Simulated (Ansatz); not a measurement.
LaIn$_{4}$Ni, a database entry at a rescaled volume

```
CELL_PARAMETERS angstrom
4.49984 0.00000 0.00000
2.24992 -8.48112 0.00000
0.00000 0.00000 -7.24974
ATOMIC_POSITIONS crystal
In 0.50000 0.00000 0.00000
In 0.50000 0.00000 0.50000
Ni 0.77329 0.45342 0.75000
Ni 0.22671 0.54658 0.25000
In 0.31135 0.37730 0.95060
In 0.68865 0.62270 0.45060
In 0.68865 0.62270 0.04940
In 0.31135 0.37730 0.54940
La 0.11786 0.76428 0.75000
La 0.88214 0.23572 0.25000
In 0.92409 0.15182 0.75000
In 0.07591 0.84818 0.25000
```

The numbers come from plane-wave PAW DFT (Ansatz): r2SCAN, no spin polarisation, 500 eV, 7×7×5 Γ-centred k points, fermi-dirac occupations (width 0.1 eV). Nothing was relaxed.

Problem. Where is the largest force?

Solution. The largest is on In5 (and as large on other atoms): 0.11 eV/Å, components (0.00, -0.11, 0.00). It makes 58° with the line to a nearest neighbour, Ni4 at 2.60 Å.

Problem. What does the stress say?

Solution. The pressure is -0.3 GPa (compression positive), so with the atoms held at these fractions the cell is close to zero pressure.

Problem. Metal or insulator?

Solution. It is a metal, with about 4.3 states/eV a cell as the mean within 0.25 eV of the Fermi level, mostly In p (41 %), La d (23 %) and Ni d (17 %).

Problem. What do density and ELF say about some of the short contacts?

Solution. Ni–In at 2.56 Å: least valence density 0.35 e/Å³ and ELF 0.31 there. In–In at 2.91 Å: least valence density 0.24 e/Å³ and ELF 0.35 there. La–In at 3.29 Å: least valence density 0.16 e/Å³ and ELF 0.22 there. Both are smooth PAW fields, read partly inside the augmentation spheres.

Origin: a database entry at a rescaled volume. Caveats: no spin polarisation, so a magnetic state may lie lower; f levels without a U or exact exchange are poorly placed.

It took 5.2 min on 1 thread of Arm Neoverse V2, with other jobs on the host, peak memory 2.2 GiB, starting from a saved density. The time holds forces, stress, DOS, bands, ELF.
